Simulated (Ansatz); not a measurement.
**TiC: from a starting cell to a relaxed one**

The start is a relaxed TiC cell displaced along its unstable phonon at q = Γ (244i cm⁻¹), largest move 0.15 Å. A full variable-cell relaxation at zero pressure is run with PBE (plane waves to 420 eV, PAW, scalar-relativistic; Ansatz, a first-principles code). First-step values are on the input's coarse k-mesh.

Ansatz input (later rounds restart from its end on a renewed k-mesh):
Ansatz 0.2 input:
```yaml
crystal:
  lattice:
    - [5.3273271501, 0, 0]
    - [-2.663663575, 4.6136006462, 0]
    - [0, 0, 2.9704357993]
  atoms:
    - { symbol: Ti, position: [0.500146674, 1.000293348, 0] }
    - { symbol: Ti, position: [0.4941279784, 0.4942746524, 0] }
    - { symbol: Ti, position: [1.000146674, 0.4942746524, 0] }
    - { symbol: C, position: [0.0162562835, 0.032512567, 0] }
    - { symbol: C, position: [0.3363215726, 0.6726431452, 0.5] }
    - { symbol: C, position: [0.6696549059, 0.3393098118, 0.5] }
basis: { ecutwfc: 420, ecutrho_ratio: 4, xc_grid: 2, fft_grid_basis: typed }
kpoints: { mp_grid: { grid: [7, 7, 11] } }
hamiltonian:
  xc: pbe
  dispersion: none
  pseudopotentials: { azcp: { folder: ./paw }, kind: paw }
scf: { occupations: { method: fermi_dirac, width: 0.05 } }
relax: { f_tol: 0.01, max_steps: 100, cell: { stress_tol: 0.02 } }
output: { forces: true, stress: true }
```

Task: Which atoms feel the largest initial force, and how large is it?

Result: 0.36 eV/Å, on C4 (atoms numbered as listed).

Task: By how much does the energy per atom fall from start to end?

Result: 0.08 eV/atom.

Task: How does the volume per atom move from start to end?

Result: +6.3 %, from 12.17 to 12.93 Å³/atom.

Task: Is the parent structure recovered?

Result: It does not go back: it reaches Amm2 (No. 38), 0.09 eV/atom below the parent.

Task: Is the relaxed structure metallic? Give its gap.

Result: Zero (metallic).

Task: Write out the relaxed structure.

Result: 
Space group Amm2 (No. 38); a = 2.922 Å, b = 5.373 Å, c = 9.885 Å, α = 90.00°, β = 90.00°, γ = 90.00°

| atom | site | symmetry | x | y | z |
|---|---|---|---|---|---|
| Ti | 2a | mm2 | 0.0000 | 0.0000 | 0.4919 |
| Ti | 4d | m.. | 0.0000 | 0.2358 | 0.2263 |
| C | 2a | mm2 | 0.0000 | 0.0000 | 0.0649 |
| C | 2b | mm2 | 0.5000 | 0.5000 | 0.8438 |
| C | 2b | mm2 | 0.5000 | 0.5000 | 0.1635 |
(The calculation used a cell of 6 atoms; values per cell refer to that cell.)

Final values are on a 16×10×10 k-mesh of the relaxed cell. No spin polarisation in the result.

The run could not lose the symmetry of its start, so the end can be a saddle point.

The relaxed structure here is a generated cell of TiC: the first start was made by placing the elements on the sites of a structure type, and the end was not matched to a known phase here, so it may be hypothetical. Known forms of TiC include space group No. 225.
